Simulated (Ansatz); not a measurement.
# CsH: electron density at the nuclei under pressure

```yaml
crystal:
  lattice:
    - [0.00000, 3.18800, 3.18800]
    - [3.18800, 0.00000, 3.18800]
    - [3.18800, 3.18800, 0.00000]
  atoms:
    - { symbol: Cs, position: [0.00000, 0.00000, 0.00000] }
    - { symbol: H, position: [0.50000, 0.50000, 0.50000] }
```

Atom numbers follow the list: Cs1, H2.

The cell is COD entry 9008622, as deposited and not checked against the literature; nothing was relaxed.

Spin–orbit coupling is left out, though it moves levels of the heavy atoms by tenths of an eV or more.

Level of theory: Ansatz 0.2.0, DFT, PBEsol, all-electron PAW with datasets made for the crystal, scalar-relativistic.

Numerical set-up: a Γ-centred 8×8×8 k mesh, Fermi–Dirac smearing of 0.03 eV, cutoff 180 eV (chosen by the program for this cell), no spin polarisation.

The contact density is the mean electron density over the nuclear volume; its changes follow the s electrons' response to bonding and compression. Changes below are taken from the unscaled cell, where it is 1.89768e+06 e/Å³ at Cs1, 2.44671 e/Å³ at H2.

```csv
V/V(cell),P (GPa),Δρ(0) Cs1 (e/Å³),Δρ(0) H2 (e/Å³)
0.9400,0.0,1.44,0.03
0.9600,-0.2,0.95,0.02
0.9800,-0.4,0.46,0.01
0.9900,-0.4,?,0.00
1.0000,-0.5,0.00,0.00
1.0100,-0.6,?,0.00
1.0200,-0.7,-0.45,-0.01
1.0400,-0.8,?,-0.02
1.0600,-0.9,-1.29,-0.03
```

Q: What belongs in the row "0.9900", column "Δρ(0) Cs1 (e/Å³)"?

A: 0.22.

Q: What belongs in the row "1.0100", column "Δρ(0) Cs1 (e/Å³)"?

A: -0.23.

Q: Fill in "Δρ(0) Cs1 (e/Å³)" for the row "1.0400".

A: -0.87.

The datasets are made afresh for each cell, so very small changes are uncertain. Scalar relativity leaves out the p1/2 density at heavy nuclei.
